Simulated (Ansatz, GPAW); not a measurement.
This is a calculation of GaGe for GPAW 26.7.0 (ASE script). The cell comes from a database or a generator and needn't be the stable form of this composition.

run.py

```python
from ase.dft.bandgap import bandgap
from ase.io import read, write
from ase.units import GPa
from gpaw import GPAW, PW

atoms = read('GaGe.xyz')

calc = GPAW(mode=PW(600),
            xc='PBE',
            kpts={'size': (8, 8, 8), 'gamma': True},
            occupations={'name': 'methfessel-paxton', 'order': 0, 'width': 0.1},
            nbands=11,
            convergence={'density': 1e-05, 'energy': 1e-05},
            maxiter=150,
            txt='gpaw.txt')
atoms.calc = calc
energy = atoms.get_potential_energy()
forces = atoms.get_forces()
stress = atoms.get_stress()
calc.write('gs.gpw')
write('result.traj', atoms)
print(f'Energy: {energy:.6f} eV')
print('Forces (eV/A):')
print(forces.round(4))
print('Stress (GPa):', (stress / GPa).round(3))
print('Fermi level:', round(calc.get_fermi_level(), 4), 'eV')
print(f'Gap: {bandgap(calc)[0]:.4f} eV, direct: {bandgap(calc, direct=True)[0]:.4f} eV')
```

Contents of GaGe.xyz:

```xyz
2
Lattice="0.0000000000 2.8978440000 2.8978440000 2.8978440000 0.0000000000 2.8978440000 2.8978440000 2.8978440000 0.0000000000" Properties=species:S:1:pos:R:3 pbc="T T T"
Ge     0.0000000000      0.0000000000      0.0000000000
Ga     4.3467660000      4.3467660000      4.3467660000
```

Potentials or basis: GPAW PAW data sets (gpaw-data 1.2.1), pw.

The run is started by

```sh
$ OMP_NUM_THREADS=1 python run.py
```

**Question.** What does the same run look like in Ansatz 0.2.0? Potentials or basis there: all-electron LAPW, scalar-relativistic.

**Answer.** As run (cutoffs and basis follow the program's own potentials, and thresholds, step limits or extra output files can differ):

File input.yaml:

```yaml
crystal:
  lattice:
    - [0.0, 2.897844, 2.897844]
    - [2.897844, 0.0, 2.897844]
    - [2.897844, 2.897844, 0.0]
  atoms:
    - { symbol: Ge, position: [0.0, 0.0, 0.0] }
    - { symbol: Ga, position: [0.75, 0.75, 0.75] }
kpoints:
  mp_grid: { grid: [8, 8, 8] }
scf:
  occupations: { method: gaussian, width: 0.1 }
hamiltonian:
  xc: pbe
  pseudopotentials: { kind: all_electron, lapw: { basis_error: 0.001 } }
output:
  forces: true
  stress: true
  eigenvalues: true
```

Potentials or basis: all-electron LAPW, scalar-relativistic.

Command:

```sh
$ ansatz run input.yaml --threads 1 --pin off --max-ram 3072MiB --backend cpu --events-out ev --progress --plain --runs-dir out
```

Both were run:

|  | GPAW | Ansatz |
| --- | --- | --- |
| Pressure | 0.8 GPa | 0.2 GPa |

Where Ansatz's input types no cutoff or centring, it takes its own default and a Γ-centred mesh.

Pressure is positive in compression.
